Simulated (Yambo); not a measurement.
A free-standing MoS2 monolayer (symmetry P-6m2, slab cell 16.1 Å high) under biaxial strain of -3 % in the plane; a = b = 3.0468 Å, c = 16.1000 Å, α = β = 90.00°, γ = 120.00°. With the G0W0 scissor the direct gap on the mesh is 3.05 eV.

**Question.** Can the lowest exciton of this BSE run be trusted, and with what binding energy? (Yambo, PBEsol bands; 18×18×1 mesh, 6 valence and 4 conduction bands, static screening with 38 bands and a 3 Ry block, scissor 0.85 eV, Tamm-Dancoff, stochastic integration of W near q = 0.)

**Answer.** No. The lowest state covers only about 6 of the 324 k points, and no second mesh confirms it, so this run can't vouch for its energy or binding. The scissor comes from a G0W0 run whose convergence isn't established. Spin-orbit splittings are left out.

Geometry strained from the cell relaxed with PBEsol, atoms relaxed again.
